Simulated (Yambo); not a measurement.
BSE-type run in Yambo on SrHI (space group P4/nmm, No. 129), at zero momentum.

Quantum ESPRESSO step (PBEsol, PseudoDojo standard norm-conserving files, fully relativistic):
```
&CONTROL
  calculation = 'nscf'
  pseudo_dir = './pseudo'
  outdir = './out'
/
&SYSTEM
  ibrav = 0
  nat = 6
  ntyp = 3
  ecutwfc = 72.0
  ecutrho = 288.0
  occupations = 'fixed'
  force_symmorphic = .true.
  nbnd = 164
  noncolin = .true.
  lspinorb = .true.
/
&ELECTRONS
  conv_thr = 6.000000000000001e-09
  diago_full_acc = .true.
  diago_thr_init = 1e-08
/
ATOMIC_SPECIES
H 1.0080 H.upf
Sr 87.6200 Sr.upf
I 126.9045 I.upf
CELL_PARAMETERS angstrom
  4.291185120000   0.000000000000   0.000000000000
  0.000000000000   4.291185120000   0.000000000000
  0.000000000000   0.000000000000   8.190402656000
ATOMIC_POSITIONS crystal
H   0.500000000000   0.500000000000   0.000000000000
H   0.000000000000   0.000000000000   0.000000000000
Sr   0.000000000000   0.500000000000   0.156023356900
Sr   0.500000000000   0.000000000000   0.843976643100
I   0.000000000000   0.500000000000   0.664768140300
I   0.500000000000   0.000000000000   0.335231859700
K_POINTS automatic
4 4 2 0 0 0
```

Yambo input:
```
rim_cut
optics
bse
bss
dipoles
RandQpts= 1000000
RandGvec= 1 Ry
FFTGvecs= 40 Ry
BSKmod= "HARTREE"
BSEmod= "resonant"
BSSmod= "hs"
BSENGexx= 15 Ry
% KfnQP_E
 1.697 | 1.0 | 1.0 |
%
% BSEQptR
 1 | 1 |
%
% BSEBands
 21 | 64 |
%
% BEnRange
 0.0 | 11.1 | eV
%
% BDmRange
 0.15 | 0.15 | eV
%
BEnSteps= 222
% BLongDir
 1.0 | 0.0 | 0.0 |
%
BSHayTrs= -0.02
BSSNEig= 48
WRbsWF
```

From the report:

The dimension is k points × valence × conduction bands = 32 × 16 × 28 = 14336.
```
  [SLEPC] Approach                          : Krylov-Schur
  [SLEPC] Number of requested eigenvalues   :   48
  [SLEPC] Number of eigenvalues        [NEV]:   48
   [K] Dimension                                    :  14336
   [K] Bands                                        :   21   64
   [K] Exchange res                                 : yes
   [K] Correlation res                              : no
   [K] W interaction is bare                        : no
   [K] RL vectors exchange                          :   979
```

Geometry relaxed with PBE+D3(BJ).
